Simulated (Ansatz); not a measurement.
NbSi2:
```yaml
crystal:
  lattice:
    - [0.00000, 3.02311, 3.02311]
    - [3.02311, 0.00000, 3.02311]
    - [3.02311, 3.02311, 0.00000]
  atoms:
    - { symbol: Nb, position: [0.00000, 0.00000, 0.00000] }
    - { symbol: Si, position: [0.25000, 0.25000, 0.25000] }
    - { symbol: Si, position: [0.75000, 0.75000, 0.75000] }
```

Relaxed with PBE. Special points in fractions of this cell's reciprocal vectors: Γ (0.000, 0.000, 0.000); X (0.500, 0.000, 0.500); U (0.625, 0.250, 0.625); K (0.375, 0.375, 0.750); L (0.500, 0.500, 0.500); W (0.500, 0.250, 0.750).

Problem. List the band energies nearest the Fermi level at these points for plane-wave PAW PBE (Ansatz code).

Solution. In eV from the Fermi level; about four levels below and three above (degenerate sets whole), none deeper than 8.9 eV; points with the same levels are listed once.

```csv
k,below,above
Γ,-3.94 -3.94 -3.94 -2.85 -0.43 -0.43,3.47 3.47 3.47
X,-2.58 -2.58 -0.64 -0.64 -0.19,0.87 4.69 6.11
U,-3.15 -2.52 -1.29 -0.27,0.79 1.25 4.40
L,-3.26 -3.26 -1.12 -0.11 -0.11,0.23 0.23 0.71
W,-4.54 -1.45 -1.45 -0.62,0.58 1.70 4.71 4.71
```

Space group Fm-3m (fluorite). A made-up cell: these elements were put on the sites of a structure type; neither database checked (COD, Materials Project) lists it. COD files the formula under space group No. 180, 181, so this cell is another polymorph or a model. Its standing as an ambient phase is unchecked. The cell was relaxed with PBE under the symmetry of its start. At this level the phase is mechanically unstable. The run is not spin-polarised. Spin–orbit coupling is left out wherever it is not named.

Potentials: the later of the program's two PAW sets.
